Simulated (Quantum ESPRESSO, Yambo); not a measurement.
Rb$_{2}$NaRhF$_{6}$ (space group Fm-3m, No. 225): one geometry, one set of LDA (pw.x of Quantum ESPRESSO, ONCV potentials, no spin-orbit coupling) orbitals, self-energies from Yambo (2×2×2 Γ-centred k mesh, bands 6 to 314 and a 8 Ry block in the screening, 314 bands in G with the Bruneval-Gonze terminator, plasmon pole fitted at 27.2 eV).

```json
[
 {"level": "LDA (Quantum ESPRESSO)", "gap X → X (eV)": "1.61"},
 {"level": "exchange only (Hartree-Fock self-energy on LDA orbitals)", "gap X → X (eV)": "…"},
 {"level": "static COHSEX@LDA", "gap X → X (eV)": "6.30"},
 {"level": "G0W0@LDA, plasmon pole", "gap X → X (eV)": "…"},
 {"level": "G0W0@LDA, multipole fit to 8 frequencies, no terminator", "gap X → X (eV)": "5.22"}
]
```

Q: Fill in the missing entries.

A: 
- exchange only (Hartree-Fock self-energy on LDA orbitals), gap X → X (eV): 14.01
- G0W0@LDA, plasmon pole, gap X → X (eV): 5.27

Bare exchange has no screening and gives the widest gap; static COHSEX screens it but leaves out the frequency dependence, which G0W0 restores.

Nearest settings tried, and what they do to the gap: 204 bands in G: -8 meV; 122 bands in W, 122 bands in G: +96 meV. Not varied: block, mesh. So the settings aren't converged at that level. The k mesh is coarse.

Geometry of the Materials Project entry, not relaxed at this level; primitive cell a = 6.1272 Å, b = 6.1272 Å, c = 6.1272 Å, α = 60.00°, β = 60.00°, γ = 60.00°.
